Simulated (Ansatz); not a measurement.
Input and command of a plane-wave DFT calculation in Ansatz:

```yaml
crystal:
  lattice:
    - [1.7136769235, 0.9293440233, 8.6772329131]
    - [-1.6399129114, 0.9610328224, 8.659479793]
    - [0.0643253112, -1.9926050558, 8.6797382848]
  atoms:
    - { symbol: Zn, position: [0.1936411885, 0.2454445014, 0.2232701073] }
    - { symbol: In, position: [0.0173063355, 0.0241165553, -0.0425852942] }
    - { symbol: Ga, position: [0.7676271443, 0.8152178582, 0.7764998237] }
    - { symbol: O, position: [0.271915359, 0.2995769149, 0.3054576964] }
    - { symbol: O, position: [0.7325800987, 0.6912258589, 0.7138605006] }
    - { symbol: O, position: [0.1315818873, 0.086375519, 0.1488292607] }
    - { symbol: O, position: [0.8853489868, 0.8380437922, 0.8746689054] }
basis:
  ecutwfc: 420
kpoints:
  mp_grid: { grid: [12, 12, 12] }
hamiltonian:
  xc: pbesol
scf:
  occupations: { method: gaussian, width: 0.05 }
output:
  forces: true
  stress: true
  eigenvalues: true
```

```bash
ansatz run input.yaml --threads 2 --pin off --max-ram 5120MiB --backend cpu --events-out ev --progress --plain --runs-dir out
```

Processor: Arm Neoverse V1, 2 threads, on a host shared with other jobs.

Estimate time, memory and problem size.

About 2.6 min on 2 threads of Arm Neoverse V1 (shared host), peak memory 2 GiB. It solves 38 bands at 868 k points (the mesh reduced by symmetry) with about 1677 plane waves, in 9 SCF iterations.
